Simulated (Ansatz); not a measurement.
Relaxed Pt (fcc, Cu type):

```
Pt
1.0
    3.97009     0.00000     0.00000
    0.00000     3.97009     0.00000
    0.00000     0.00000     3.97009
Pt
4
Cartesian
  0.00000   0.00000   0.00000
  1.98504   1.98504   0.00000
  1.98504   0.00000   1.98504
  0.00000   1.98504   1.98504
```

Computed with PBE (plane waves to 420 eV, PAW, scalar-relativistic; Ansatz, a quantum-chemistry and plane-wave program). k mesh 10×10×10 (Γ-centred), Fermi-Dirac smearing 0.05 eV. With partly filled bands, energies and forces of such displacements shift with the k mesh and the smearing. Pt is run without spin polarisation. Pt was relaxed with its symmetry unable to fall. Spin-orbit coupling is left out, though Pt is heavy. The PAW data are Ansatz's earlier set.

One atom of the cell was then moved (with its periodic images), all else fixed, and the forces (eV/Å) came out as:

| atom | Fx | Fy | Fz |
|---|---|---|---|
| Pt1 | 7.081 | 0.000 | 0.000 |
| Pt2 | -3.748 | 0.000 | 0.000 |
| Pt3 | -3.748 | 0.000 | 0.000 |
| Pt4 | 0.415 | 0.000 | 0.000 |

Q: Which atom was moved, and by which vector (Å)?

A: Pt1, by (-0.56, 0.00, 0.00), 0.56 Å in all.

(For displaced atoms, the force is minus the slope of the energy, and its curvature is a force constant, which sets phonon frequencies.)
